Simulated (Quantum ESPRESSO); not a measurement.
# AsSiO3F3: convergence and cost over cutoff and k mesh

Computed values, not a measurement. The program is pw.x of Quantum ESPRESSO 7.5 (plane-wave density functional theory). The cell is made up: 8 atoms on a quartz lattice with one site empty, with randomly drawn elements, strain and displacements, not relaxed. PseudoDojo standard norm-conserving files (v0.5 for PBE, v0.4.1 for LDA and PBEsol) set the functional; there is no spin polarisation, spin-orbit coupling or dispersion term, and the masses in the input are unused placeholders.

Input of the run in row 4:

```
&control calculation='scf', pseudo_dir='./dojo.nc.sr.pbe.v0_5.standard.upf', outdir='./o', disk_io='medium', tprnfor=.true., tstress=.true. /
&system ibrav=0, nat=8, ntyp=4, nbnd=35, ecutwfc=84.00895049, nosym=.true., tot_charge=0,
 occupations='smearing', smearing='fd', degauss=0.0018374661
/
&electrons conv_thr=7.350e-09, electron_maxstep=60, /
ATOMIC_SPECIES
As 1.0 As.upf
F 1.0 F.upf
O 1.0 O.upf
Si 1.0 Si.upf
CELL_PARAMETERS angstrom
5.0254 0.003 -0.0116
-2.5101 4.2791 -0.0298
-0.0127 -0.0451 5.4105
ATOMIC_POSITIONS angstrom
As 2.2582 0.0502 3.6212
Si -1.1789 2.0256 1.8155
O 1.4188 1.0437 4.2821
F 3.4298 0.6015 2.3517
F 2.6864 2.5575 0.7177
F 0.0696 1.7572 0.8941
O -1.122 3.2009 2.9209
O 0.6831 3.6507 4.7349
K_POINTS automatic
5 5 4 1 1 1
```

The same cell was run at these settings. Meshes are shifted by half a step, and differences are from the last row, which is itself not exact.

| cutoff (eV) | k mesh | k points solved | threshold (eV) | free energy less the last row's (eV) | pressure (GPa) | largest stress difference (GPa) | largest force difference (eV/Å) | iterations | wall time (s) | k-point pools | processor |
| --- | --- | --- | --- | --- | --- | --- | --- | --- | --- | --- | --- |
| 800 | 2 x 2 x 2 | 4 | 1e-04 | 3.752 | -21.39 | 42.86 | 0.239 | 10 | 30 | 1 | AMD EPYC, Zen 5 class |
| 1143 | 1 x 1 x 1 | 1 | 1e-07 | -0.142 | 21.24 | 0.74 | 0.648 | 12 | 26 | 1 | AMD EPYC, Zen 5 class |
| 585 | 5 x 5 x 4 | 50 | 1e-07 | 57.762 | -291.25 | 313.20 | 1.024 | 12 | 141 | 1 | AMD EPYC, Zen 5 class |
| 1143 | 5 x 5 x 4 | 50 | 1e-07 | 0.004 | 21.09 | 0.02 | 0.003 | 13 | 382 | 1 | AMD EPYC, Zen 5 class |
| 1437 | 7 x 7 x 6 | 147 | 1e-07 | 0.000 | 21.11 | 0.00 | 0.000 | 13 | 2507 | 1 | AMD EPYC, Zen 5 class |

Each pool is one process. Wall times include start-up and a band step at six k points, which weighs most on the coarsest meshes. The runs were on shared virtual cores whose load varied, so times are rough.